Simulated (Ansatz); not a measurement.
TaC (rock salt)

```
TaC
1.0
    0.00000     2.23793     2.23793
    2.23793     0.00000     2.23793
    2.23793     2.23793     0.00000
C Ta
1 1
Direct
  0.00000   0.00000   0.00000
  0.50000   0.50000   0.50000
```

E(V) scan at fixed shape, V₀ the volume above. Symmetry pins the atoms to their sites.

Level of theory: PBE (plane waves to 420 eV, PAW, scalar-relativistic; Ansatz, an electronic-structure program). k mesh 18×18×18 (Γ-centred), Fermi-Dirac smearing 0.05 eV. Compression counts positive. Spin-orbit coupling is left out, though Ta is heavy. TaC is run without spin polarisation. TaC was relaxed with its symmetry unable to fall. 

| V/V₀ | P (GPa) |
|---|---|
| 0.900 | 42.6 |
| 0.917 | 33.8 |
| 0.933 | 25.8 |
| 0.950 | 18.5 |
| 0.967 | 11.8 |
| 0.983 | [?] |
| 1.000 | 0.0 |
| 1.017 | -5.2 |
| 1.033 | -9.9 |
| 1.050 | -14.3 |
| 1.067 | -18.3 |
| 1.083 | -21.9 |
| 1.100 | -25.3 |

Problem. Some entries are withheld; supply them.

Solution. 
- 0.983, P (GPa): 5.6

(Under strain, the slope of the energy per volume gives the stress and its curvature an elastic modulus.)
